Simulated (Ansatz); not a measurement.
VN (rock salt)

```cif
data_NV
_chemical_formula_sum 'N1 V1'
_space_group_name_H-M_alt 'P 1'
_space_group_IT_number 1
_cell_length_a 2.91102
_cell_length_b 2.91102
_cell_length_c 2.91102
_cell_angle_alpha 60.000
_cell_angle_beta 60.000
_cell_angle_gamma 60.000
loop_
_space_group_symop_operation_xyz
  'x, y, z'
loop_
_atom_site_label
_atom_site_type_symbol
_atom_site_fract_x
_atom_site_fract_y
_atom_site_fract_z
_atom_site_occupancy
N1 N 0.00000 0.00000 0.00000 1
V1 V 0.50000 0.50000 0.50000 1
```

Equation-of-state scan: isotropic scaling of the cell above, V₀ being its volume. Symmetry pins the atoms to their sites.

All values below come from PBE (plane waves to 420 eV, PAW, scalar-relativistic; Ansatz, a program for electronic structure). k mesh 19×19×19 (Γ-centred), Fermi-Dirac smearing 0.05 eV. Energies are smeared free energies. VN is run without spin polarisation. VN was relaxed with its symmetry unable to fall. The zero of ΔE is the relaxed starting cell. The last digit holds for this mesh only.

```
V (Å³/atom)  ΔE (meV/atom)
-----------  -------------
7.326                297.6
7.605                178.4
7.884                 94.2
8.163                 39.4
8.442                  9.3
8.722                  0.0
9.001                  8.3
9.280                 31.3
9.559                 66.9
9.838                112.9
10.117               167.7
```

Task: What is the fitted pressure derivative B₀′?

Result: 4.3.

Task: What bulk modulus B₀ follows from a third-order Birch-Murnaghan fit?

Result: 314 GPa. Check by three points about V = 8.722 Å³/atom, step 0.558: d²E/dV² ≈ (39 − 2·0 + 31) meV / 0.558² = 0.225 eV/Å⁶, and V·d²E/dV² × 160.2 = 314 GPa.

(Under strain, the slope of the energy per volume gives the stress and its curvature an elastic modulus.)
